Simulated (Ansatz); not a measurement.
Consider a crystal of RbNbP2 in space group P-3m1 (No. 164), with Rb on 1a; Nb on 1b; P on 2d. A trial structure of RbNbP2 was built thus: close-packed anion layers stacked AB, with sites between them filled layer by layer (elements of the layers in order: P P).

Computed with Ansatz, DFT PBE, scalar-relativistic, plane waves, PAW. Cutoff 420 eV, Γ-centred mesh, Gaussian smearing, no spin polarisation.

Formation energies are uncorrected and refer to the elements' standard structures at the same level. The references include black phosphorus.

Problem. Which cell and coordinates does it relax to?

Solution.

Space group P-3m1 (No. 164). a = 3.580 Å, b = 3.580 Å, c = 8.294 Å, α = 90.00°, β = 90.00°, γ = 120.00°
```tsv
atom	site	symmetry	x	y	z
Rb	1a	-3m.	0.0000	0.0000	0.0000
Nb	1b	-3m.	0.0000	0.0000	0.5000
P	2d	3m.	0.3333	0.6667	0.6824
```

Around Rb lie 6 P at 3.35 Å, 6 Rb at 3.58 Å and 2 Nb at 4.15 Å; Nb has 6 P at 2.56 Å, 6 Nb at 3.58 Å and 2 Rb at 4.15 Å; P is surrounded by 3 Nb at 2.56 Å and 3 Rb at 3.35 Å. Another local minimum with the same sites may exist.

Problem. And its energy and gap?

Solution. The formation energy is −0.42 eV/atom and the gap on the 12×12×6 mesh of the 4-atom cell is 0 eV (a metal). It lies below the elements, which doesn't yet make it stable against other compounds or structures.

The last run used Gaussian smearing of 0.10 eV. The reference form of P is held partly by dispersion forces, which this level lacks. Symmetry constrained the relaxation, so the result can be a saddle point.
